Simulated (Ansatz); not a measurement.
This Y3AlN4 structure is the end of a relaxation. The cell was found from a structure generator's guess, not taken from experiment.

Computed with DFT PBE, scalar-relativistic, plane waves, PAW (Ansatz). Cutoff 420 eV, Γ-centred mesh, Gaussian smearing, no spin polarisation.

```
Y Al N
1.0
     5.06205    0.00000    0.00000
     0.00000    5.06205    0.00000
     0.00000    0.00000    5.06205
Y Al N
3 1 4
Direct
  0.50000 0.00000 0.00000
  0.00000 0.00000 0.50000
  0.00000 0.50000 0.00000
  0.50000 0.50000 0.50000
  0.72737 0.27263 0.72737
  0.72737 0.72737 0.27263
  0.27263 0.27263 0.27263
  0.27263 0.72737 0.72737
```

Energies over the elements count from the elements' standard structures at the same level (N₂ as a molecule), with no fitted energy shifts.

(1) Find its symmetry and describe it.

(2) How far does it lie from the elements in energy?

(3) Is it a metal?

Answers

(1) P-43m (No. 215), with Y and Al ordered on zinc blende sites. Conventional cell: a = 5.062 Å. Y is surrounded by 4 N at 2.27 Å; Al has 4 N at 1.99 Å; N is surrounded by 1 Al at 1.99 Å and 3 Y at 2.27 Å.

(2) −1.269 eV/atom.

(3) No, the gap on the 6×6×6 mesh is 0.70 eV.

The last run used a 6×6×6 mesh for its 8-atom cell and Gaussian smearing of 0.02 eV. Kohn–Sham gaps at this level usually fall short of measured ones. A structure relaxed within its symmetry needn't be a true minimum. Another cell of Y3AlN4 relaxed alike, in Pm, lies 130 meV/atom lower, so this cell isn't the stable form at this level.
